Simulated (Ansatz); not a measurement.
TiC:
```cif
data_CTi
_chemical_formula_sum 'Ti1 C1'
_space_group_name_H-M_alt 'P 1'
_space_group_IT_number 1
_cell_length_a 3.01284
_cell_length_b 3.01284
_cell_length_c 3.01284
_cell_angle_alpha 60.000
_cell_angle_beta 60.000
_cell_angle_gamma 60.000
loop_
_space_group_symop_operation_xyz
  'x, y, z'
loop_
_atom_site_label
_atom_site_type_symbol
_atom_site_fract_x
_atom_site_fract_y
_atom_site_fract_z
_atom_site_occupancy
Ti1 Ti 0.00000 0.00000 0.00000 1
C1 C 0.50000 0.50000 0.50000 1
```

Relaxed with LDA.

Question: Which orbitals make up the states near the Fermi level in plane-wave PAW LDA (Ansatz code)?

Answer: Within 0.5 eV of the Fermi level: C 2p 49 %, Ti 3d 48 %. Projections are on Löwdin-orthogonalised atomic valence shells; empty p or d shells of many metals are not among them.

Question: Tabulate the density of states.

Answer: States/eV per cell of 2 atoms, in 0.25 eV bins, energy from the Fermi level.

| E (eV) | total | Ti 3d | C 2p | C 2s |
|---|---|---|---|---|
| -7.85 | 0.00 | 0.00 | 0.00 | 0.00 |
| -7.60 | 0.00 | 0.00 | 0.00 | 0.00 |
| -7.35 | 0.00 | 0.00 | 0.00 | 0.00 |
| -7.10 | 0.00 | 0.00 | 0.00 | 0.00 |
| -6.85 | 0.00 | 0.00 | 0.00 | 0.00 |
| -6.60 | 0.00 | 0.00 | 0.00 | 0.00 |
| -6.35 | 0.00 | 0.00 | 0.00 | 0.00 |
| -6.10 | 0.01 | 0.00 | 0.00 | 0.00 |
| -5.85 | 0.11 | 0.04 | 0.06 | 0.00 |
| -5.60 | 0.20 | 0.07 | 0.10 | 0.01 |
| -5.35 | 0.30 | 0.10 | 0.16 | 0.01 |
| -5.10 | 0.42 | 0.14 | 0.22 | 0.02 |
| -4.85 | 0.61 | 0.20 | 0.32 | 0.02 |
| -4.60 | 0.90 | 0.30 | 0.49 | 0.03 |
| -4.35 | 0.99 | 0.32 | 0.55 | 0.03 |
| -4.10 | 1.20 | 0.36 | 0.71 | 0.03 |
| -3.85 | 0.99 | 0.27 | 0.61 | 0.02 |
| -3.60 | 0.84 | 0.21 | 0.56 | 0.02 |
| -3.35 | 0.84 | 0.21 | 0.56 | 0.02 |
| -3.10 | 2.76 | 1.08 | 1.54 | 0.03 |
| -2.85 | 2.20 | 1.04 | 1.09 | 0.02 |
| -2.60 | 2.79 | 1.33 | 1.39 | 0.02 |
| -2.35 | 2.23 | 1.07 | 1.11 | 0.01 |
| -2.10 | 1.57 | 0.79 | 0.74 | 0.01 |
| -1.85 | 1.23 | 0.63 | 0.57 | 0.01 |
| -1.60 | 0.95 | 0.46 | 0.46 | 0.01 |
| -1.35 | 0.76 | 0.36 | 0.38 | 0.01 |
| -1.10 | 0.63 | 0.28 | 0.32 | 0.00 |
| -0.85 | 0.52 | 0.23 | 0.28 | 0.00 |
| -0.60 | 0.43 | 0.18 | 0.24 | 0.00 |
| -0.35 | 0.30 | 0.12 | 0.17 | 0.00 |
| -0.10 | 0.25 | 0.11 | 0.13 | 0.00 |
| 0.15 | 0.31 | 0.15 | 0.15 | 0.00 |
| 0.40 | 0.38 | 0.22 | 0.15 | 0.00 |
| 0.65 | 0.50 | 0.33 | 0.15 | 0.00 |
| 0.90 | 0.62 | 0.45 | 0.15 | 0.01 |
| 1.15 | 0.68 | 0.51 | 0.15 | 0.01 |
| 1.40 | 0.78 | 0.61 | 0.15 | 0.01 |
| 1.65 | 0.89 | 0.72 | 0.14 | 0.01 |
| 1.90 | 1.01 | 0.84 | 0.14 | 0.01 |
| 2.15 | 1.16 | 0.98 | 0.14 | 0.01 |
| 2.40 | 1.36 | 1.17 | 0.16 | 0.02 |
| 2.65 | 1.78 | 1.54 | 0.19 | 0.02 |
| 2.90 | 2.10 | 1.86 | 0.19 | 0.03 |
| 3.15 | 3.08 | 2.77 | 0.25 | 0.04 |
| 3.40 | 2.11 | 1.82 | 0.24 | 0.03 |
| 3.65 | 1.03 | 0.77 | 0.23 | 0.02 |
| 3.90 | 3.25 | 2.54 | 0.62 | 0.02 |
| 4.15 | 4.02 | 2.82 | 1.05 | 0.02 |
| 4.40 | 0.58 | 0.37 | 0.18 | 0.01 |
| 4.65 | 0.58 | 0.36 | 0.19 | 0.02 |

Space group Fm-3m (rock salt). The cell was relaxed with LDA under the symmetry of its start. No spin polarisation was allowed.

Potentials: the earlier of the program's two PAW sets. The files were generated under PBE; for other functionals the program regenerates the frozen cores, and for LDA and PBEsol the local potential too.
